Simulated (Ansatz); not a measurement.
# Ca: vacancy migration on the Ca sublattice

The calculation used Ansatz, DFT PBEsol, scalar-relativistic, plane waves, PAW. Settings: plane waves to 420 eV, k-mesh 4×4×4 (Γ-centred), Gaussian smearing 0.1 eV. No spin polarisation.

The perfect supercell:

```xyz
20
Lattice="-5.4546 2.7273 8.1820 -5.4546 -2.7273 -8.1820 5.4546 -8.1820 2.7273" Properties=species:S:1:pos:R:3 pbc="T T T"
Ca    0.0000   -8.1820   -2.7273
Ca    2.7273   -8.1820    0.0000
Ca   -2.7273   -5.4546   -2.7273
Ca   -2.7273   -8.1820    0.0000
Ca    0.0000   -5.4546    0.0000
Ca    2.7273   -5.4546    2.7273
Ca   -5.4546   -2.7273   -2.7273
Ca   -5.4546   -5.4546    0.0000
Ca   -2.7273   -2.7273    0.0000
Ca    0.0000    0.0000    0.0000
Ca   -2.7273   -5.4546    2.7273
Ca    0.0000   -2.7273    2.7273
Ca    0.0000   -5.4546    5.4546
Ca   -8.1820   -2.7273    0.0000
Ca   -5.4546    0.0000    0.0000
Ca   -5.4546   -2.7273    2.7273
Ca   -2.7273    0.0000    2.7273
Ca   -2.7273   -2.7273    5.4546
Ca   -8.1820    0.0000    2.7273
Ca   -5.4546    0.0000    5.4546
```

Atom 1 (Ca) is removed, leaving a vacancy without charge, and atom 17 jumps 3.86 Å into it. The vacancy and the half-way point are each relaxed at fixed cell, keeping their symmetry. The supercell is small.

**Question.** How high does the half-way point lie?

**Answer.** 0.48 eV above the relaxed vacancy, with the jumping atom 0.00 Å off the straight line, where the cell's symmetry pins it, so a bent path, which could be lower, wasn't tried. This is the barrier if that point is a first-order saddle, which wasn't checked.

Cost: 2 runs of about 27 core-minutes in all, on Arm Neoverse V1 (shared hosts).